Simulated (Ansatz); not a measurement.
**Formation energy of ScPt3 in the AuCu3-type structure**

Computed with Ansatz (plane waves, PAW, 420 eV cutoff): PBEsol, scalar-relativistic, no spin polarisation, 8×8×8 k-mesh, Gaussian smearing of 0.05 eV. The datasets are Ansatz's generated set soft_2.

The start was a prototype's sites filled with these elements; the Crystallography Open Database holds the compound in this structure.

The structure is cubic, space group Pm-3m (No. 221). Conventional cell: a = 3.951 Å, b = 3.951 Å, c = 3.951 Å, α = 90.00°, β = 90.00°, γ = 90.00°. Sc (site symmetry m-3m) has 12 Pt at 2.79 Å as nearest neighbours. Pt (site symmetry 4/mmm) is surrounded by 4 Sc at 2.79 Å and 8 Pt at 2.79 Å. (Neighbours are counted to 15 % beyond the shortest distance.)

The elements were computed in their standard states with the same datasets, cutoff and functional. Total energies depend on the potentials used, so only differences within one code and one set of settings carry meaning.

Energy of the relaxed cell (4 atoms, smearing extrapolated to zero): -39267.068 eV. Elements, in eV/atom: Sc -2111.370, Pt -12383.816.

What is the formation energy?

[-39267.068 − (1 × -2111.370 + 3 × -12383.816)] / 4 = -1.06 eV/atom, or -103 kJ per mole of atoms.

The value is for 0 K, without zero-point energy. A negative value shows stability against the elements alone, not against other compounds or structures.

With 65 valence electrons in the calculation's cell and no magnetic order, the bands, two electrons each, can't all be full or empty: band theory demands a metal. (Only strong correlation, outside this picture, could make a Mott insulator of it.)

No spin–orbit coupling, a notable omission for heavy elements.
